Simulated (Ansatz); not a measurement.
AlN:
```
CELL_PARAMETERS angstrom
      2.93813     0.00000     0.00000
      0.00000     2.93813     0.00000
      0.00000     0.00000     5.17700
ATOMIC_POSITIONS crystal
  Al 0.00000 0.50000 0.00000
  Al 0.50000 0.00000 0.50000
  N  0.00000 0.00000 0.25000
  N  0.00000 0.00000 0.75000
```

Relaxed with PBE. Special points in fractions of this cell's reciprocal vectors: Γ (0.000, 0.000, 0.000); X (0.000, 0.500, 0.000); M (0.500, 0.500, 0.000); Z (0.000, 0.000, 0.500); R (0.000, 0.500, 0.500); A (0.500, 0.500, 0.500).

List the band energies nearest the Fermi level at these points for plane-wave PAW PBE (Ansatz code).

In eV from the Fermi level; about four levels below and three above (degenerate sets whole), none deeper than 8.9 eV; … stands for higher levels left out; points with the same levels are listed once.

```tsv
k	below	above
Γ	-0.85 -0.85 -0.56 -0.34	4.06 5.57 8.70
X	-1.32 -0.36 -0.01 0.00	4.27 6.43 9.94
M	-5.23 -3.47 -3.47 -1.34	0.22 3.04 4.71
Z	-1.49 -1.49 -1.44 -1.44	1.27 1.27 9.67 9.67
R	-3.46 -3.35 -0.88 -0.87	2.52 3.22 7.81
A	-2.72 -2.72 -0.07 -0.07	7.82 7.82 …
```

Space group P4_2/mmc. A made-up cell: these elements were put on the sites of a structure type; neither database checked (COD, Materials Project) lists it. It is not the phase usual at ambient conditions (space group No. 186, 216). The cell was relaxed with PBE under the symmetry of its start; whether a distortion lowers the energy is not shown.

Potentials: the later of the program's two PAW sets.
